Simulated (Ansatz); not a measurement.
The numbers come from plane-wave PAW DFT (Ansatz): r2SCAN, no spin polarisation, 500 eV, 4×4×5 (shifted by 0.5, 0.5, 0.5 steps) k points, fermi-dirac occupations (width 0.03 eV). Nothing was relaxed.

Computed maps in the lattice plane spanned by a (left to right, 5.53 Å, 17 points from zero) and b (bottom to top, 5.53 Å, 17 points from zero), 90° apart, at height 0.000 along c. The fields are smooth PAW ones with compensation charges, not the true ones near nuclei.

Valence density. Digits on a logarithmic scale: 0 up to 0.03 e/Å³, each further digit a factor of 1.6, 9 from 1.3 e/Å³ up:
```
99977654212345799
99889985323467789
77899997434689987
55799998545899997
44699997666899997
43578888998899986
22345689999878764
11234699999965542
12455699999964321
24678789999865432
46899988998888753
47999986667999964
57999985458999975
77899864347999987
99877643235899889
99975432124567799
99975432112345799
```

ELF. Ten even steps from '0' (0.02) to '9' (0.82):
```
78515763000011278
87269997200367425
21497798302799961
11894498313995796
11799995112894698
10489941562499997
00024226886159984
00001168228513320
00233158228611000
04899516886224200
17999942651499840
18964982115999971
16975993138944981
21699972038977941
85247630027999627
78721100003675158
27821110000111287
```

Question: The cell is Sr$_{2}$MoWO$_{6}$. Which atoms lie within 0.2 Å of this plane, and where (fractions of a and b)?

Answer: Mo at (0.00, 0.00), W at (0.50, 0.50), O at (0.21, 0.27), O at (0.79, 0.73), O at (0.27, 0.78), O at (0.73, 0.22). The whole cell:
```
Sr Mo W O
1.0
     0.00037    5.53123    0.00000
     5.53176    0.00000    0.00000
     2.76416    2.76498   -3.93476
Sr Mo W O
2 1 1 6
Direct
  0.24770 0.75050 0.50280
  0.75230 0.24950 0.49720
  0.00000 0.00000 0.00000
  0.50000 0.50000 0.00000
  0.25133 0.23293 0.51034
  0.74867 0.76707 0.48966
  0.20984 0.26875 0.00900
  0.79016 0.73125 0.99100
  0.27428 0.78411 0.98446
  0.72572 0.21589 0.01554
```

Origin: a known structure type with other elements, at an estimated volume, so it need not be a known compound. Caveats: many states at the Fermi level without spin polarisation, so a magnetic state may lie lower; the k mesh is coarse if the cell is a metal; atoms or cell far from equilibrium.
